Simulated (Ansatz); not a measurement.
## Step by step: TiSb, relaxation of cell and atoms

Method: DFT, PBEsol, PAW with Ansatz's default frozen-core files, scalar-relativistic in Ansatz 0.2.0.

Command: `ansatz run input.yaml --threads 1 --pin off --max-ram 3072MiB --backend cpu --events-out ev --progress --plain --runs-dir out` The run took 37 s on 1 thread of Intel(R) Xeon(R) Platinum 8488C (Sapphire Rapids), with other jobs on the host, peak memory 0.55 GiB.

```yaml
crystal:
  lattice:
    - [4.0768176762, 0.0, 0.0]
    - [-2.0384088381, 3.5306276742, 0.0]
    - [0.0, 0.0, 6.1152265143]
  atoms:
    - { symbol: Ti, position: [0.0, 0.0, 0.0] }
    - { symbol: Ti, position: [0.0, 0.0, 0.5] }
    - { symbol: Sb, position: [0.3333333333, 0.6666666667, 0.25] }
    - { symbol: Sb, position: [0.6666666667, 0.3333333333, 0.75] }
kpoints:
  mp_grid: { grid: [12, 12, 7] }
scf:
  occupations: { method: fermi_dirac, width: 0.05 }
hamiltonian:
  xc: pbesol
  pseudopotentials: { kind: paw }
output:
  forces: true
  stress: true
  write_density: true
  write_potential: true
  elf: true
  volumetric_format: npy
relax:
  f_tol: 0.005
  max_steps: 80
  cell: {}
```

Spin–orbit coupling is left out, though it moves levels of the heavy atoms by tenths of an eV or more.

The cell is built from the NiAs type as a first guess.

The cutoff is 420 eV; energies and pressures of the walk include the program's estimate of the Pulay term. The PAW files were made with PBE; their cores are remade for this functional.

Each frame lists the cell vectors (Å), then Cartesian positions (Å); symmetry keeps all forces zero. Free energies count from the first step, -17765.9953 eV.

The walk took 5 evaluations in all; steps that aren't listed are left out.

Step 1: E = 0.0 meV, P = -2.74 GPa

```
cell 4.0768 0.0000 0.0000 -2.0384 3.5306 0.0000 0.0000 0.0000 6.1152
Ti    0.0000    0.0000    0.0000
Ti    0.0000    0.0000    3.0576
Sb    0.0000    2.3538    1.5288
Sb    2.0384    1.1769    4.5864
```

Step 2: E = +22.0 meV, P = 4.91 GPa, step rejected

```
cell 3.9414 0.0000 0.0000 -1.9707 3.4134 0.0000 0.0000 0.0000 6.0656
Ti    0.0000    0.0000    0.0000
Ti    0.0000    0.0000    3.0328
Sb    0.0000    2.2756    1.5164
Sb    1.9707    1.1378    4.5492
```

Step 3: E = -30.6 meV, P = -0.43 GPa

```
cell 4.0109 0.0000 0.0000 -2.0054 3.4735 0.0000 0.0000 0.0000 6.1514
Ti    0.0000    0.0000    0.0000
Ti    0.0000    0.0000    3.0757
Sb    0.0000    2.3157    1.5379
Sb    2.0054    1.1578    4.6136
```

**Question.** How does the relaxation end?

**Answer.** It converges, with a = 3.990 Å, b = 3.990 Å, c = 6.184 Å, α = 90.00°, β = 90.00°, γ = 120.00° (conventional cell, space group P6_3/mmc). The last solve (on a basis chosen afresh for the final cell, so its energy is not quite comparable) gives E = -31.6 meV, P = 0.01 GPa:
```
cell 3.9897 0.0000 0.0000 -1.9949 3.4552 0.0000 0.0000 0.0000 6.1837
Ti    0.0000    0.0000    0.0000
Ti    0.0000    0.0000    3.0919
Sb    0.0000    2.3035    1.5459
Sb    1.9949    1.1517    4.6378
```
